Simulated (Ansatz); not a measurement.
# Notes on CsCdCl3

```
CELL_PARAMETERS angstrom
7.34725 0.00000 0.00000
-3.67362 6.36291 0.00000
0.00000 0.00000 6.04274
ATOMIC_POSITIONS crystal
Cl 0.16110 0.83890 0.25000
Cl 0.32220 0.16110 0.75000
Cl 0.16110 0.32220 0.25000
Cl 0.83890 0.16110 0.75000
Cl 0.67780 0.83890 0.25000
Cl 0.83890 0.67780 0.75000
Cd 0.00000 0.00000 0.00000
Cd 0.00000 0.00000 0.50000
Cs 0.33330 0.66670 0.75000
Cs 0.66660 0.33330 0.25000
```

Single point in Ansatz 0.2.0 with r2SCAN, no spin polarisation. Cutoff 500 eV, PAW datasets, 4×4×4 Γ-centred k mesh, fermi-dirac filling (width 0.0593 eV).

Describe some of the short contacts.

Cl–Cd at 2.55 Å: least valence density 0.36 e/Å³ and ELF 0.14 there. Cs–Cl at 3.67 Å: least valence density 0.05 e/Å³ and ELF 0.03 there, a closed-shell (ionic or weak) contact. These are pseudo-fields; inside the PAW spheres they differ from the all-electron ones.

What is the character of the valence top and the conduction bottom?

Within 0.7 eV of the edges, the states project mainly on Cl p (93 %) below the gap and on Cd s (39 %), Cs s (21 %) and Cl p (18 %) above it.

What does the stress say?

The pressure is 4.2 GPa (compression positive), so with the atoms held at these fractions the cell would first expand; the forces are large, so a full relaxation may end otherwise. The principal stresses 3.3, 3.3, 6.0 GPa differ, so its shape would change too.

How is the charge shared?

Bader charges in e: Cs +0.89, Cd +1.19, Cl -0.69. In the mean Cd gives up most and Cl takes most.

Is it stable against the elements?

-1.75 eV an atom against the elements' usual phases (free molecules for gases, crystals otherwise, with no correction for O₂ or N₂), so it is bound against them; other compounds may still compete. Relaxing would lower it.

Is there a gap, and of what kind?

The gap is 4.84 eV, direct at the points sampled.

Where is the largest force?

The largest is on Cl5 (and as large on other atoms): 0.86 eV/Å, components (-0.75, -0.43, 0.00). It makes 144° with the line to a nearest neighbour, Cd7 at 2.55 Å, pointing away from it.

Origin: a known structure type with other elements, at an estimated volume, so it need not be a known compound.
